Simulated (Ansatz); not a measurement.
Suppose ZnS3 takes space group Im-3m (No. 229), with Zn on 2a; S on 6b.

All numbers below come from DFT PBE, scalar-relativistic, plane waves, PAW in Ansatz 0.2.0. Cutoff 420 eV, Γ-centred mesh, Gaussian smearing, no spin polarisation.

Energies over the elements count from the elements' standard structures at the same level, with no fitted energy shifts.

**Question.** Give the relaxed lattice parameters and positions.

**Answer.**

Space group Im-3m (No. 229). a = 5.108 Å, b = 5.108 Å, c = 5.108 Å, α = 90.00°, β = 90.00°, γ = 90.00°
```
atom  site  symmetry       x       y       z
  Zn    2a      m-3m  0.0000  0.0000  0.0000
   S    6b    4/mm.m  0.5000  0.0000  0.0000
```

Zn is surrounded by 6 S at 2.55 Å; around S lie 2 Zn at 2.55 Å and 4 S at 2.55 Å.

**Question.** Where does its energy lie, and is it a metal?

**Answer.** The energy over the elements is +0.03 eV/atom and the gap on the 12×12×12 mesh of the 4-atom cell is 0 eV (a metal). The separate elements lie lower, so it is unstable against them.

The last run used Gaussian smearing of 0.10 eV. The k mesh leaves some 4 meV/atom of noise in the energy of each metallic cell. The reference form of S is held partly by dispersion forces, which this level lacks. Symmetry constrained the relaxation, so the result can be a saddle point. Another cell of ZnS3 relaxed alike, in Pm, lies 151 meV/atom lower, so this cell isn't the stable form at this level.
